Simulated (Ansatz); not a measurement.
# BP, first-principles data

BP:
```yaml
crystal:
  lattice:
    - [6.23395, 0.00000, 0.00000]
    - [0.00000, 3.21735, 0.00000]
    - [0.00000, 0.00000, 5.36324]
  atoms:
    - { symbol: B, position: [0.16259, 0.25000, 0.39970] }
    - { symbol: B, position: [0.33741, 0.75000, 0.89970] }
    - { symbol: B, position: [0.83741, 0.75000, 0.60030] }
    - { symbol: B, position: [0.66259, 0.25000, 0.10030] }
    - { symbol: P, position: [0.83849, 0.25000, 0.39237] }
    - { symbol: P, position: [0.66151, 0.75000, 0.89237] }
    - { symbol: P, position: [0.16151, 0.75000, 0.60763] }
    - { symbol: P, position: [0.33849, 0.25000, 0.10763] }
```

Space group Pnma (No. 62); conventional cell a = 6.234 Å, b = 3.217 Å, c = 5.363 Å, α = β = γ = 90.00°.

Method: the program Ansatz at the r²SCAN+D4 level (PAW). Structure relaxed to zero pressure with the same functional. Other levels are named where they apply.

### Cell and energy

| Item | Value |
|---|---|
| Volume per atom | 13.45 Å³ |
| Density | 2.58 g/cm³ |
| Formation energy from the elements (no fitted shifts) | -0.19 eV/atom |

### Electronic structure

| Item | Result |
|---|---|
| Band gap | 0.80 eV (indirect) |
| Valence-band maximum | at Γ |
| Conduction-band minimum | at U (k = 0.500, 0.000, 0.500 in fractions of the reciprocal vectors) |
| Smallest direct gap on the standard path | 1.22 eV |
| Hole effective mass | 0.19, 0.49, 0.83 mₑ (principal values) |
| HSE06 gap on the r²SCAN+D4 cell | 1.42 eV |

### Mechanics

| Quantity | Value |
|---|---|
| Bulk modulus (Birch–Murnaghan fit) | 132 GPa |
| Pressure derivative B′ | 2.7 |
| Elastic constants (relaxed ions, GPa) | C11 = 180, C22 = 325, C33 = 276, C12 = 59.8, C13 = 136, C23 = 32.8, C44 = 112, C55 = 117, C66 = 73.6 |
| Mechanical stability | stable (all eigenvalues of C positive) |
| Hill bulk and shear moduli | 136 and 88.4 GPa |
| Young's modulus | 218 GPa |
| Poisson's ratio | 0.23 |
| Debye temperature from the elastic constants | 812 K |

### Charges

| Quantity | Result |
|---|---|
| Bader charges | B +0.67, P -0.67 e |

The start of the workflow was typed in or built on a structure type; neither database checked (COD, Materials Project) lists it. It is not the phase usual at ambient conditions (space group No. 216). The r²SCAN+D4 relaxation kept the symmetry of its start; its stability against distortions is not shown here. The volume moved by 25 % from the start of the relaxation. The references are the lowest solids computed at this level, not always the standard phases.

Potentials: the earlier of the program's two PAW sets. The files were generated under PBE; for other functionals the program regenerates the frozen cores, and for LDA and PBEsol the local potential too.
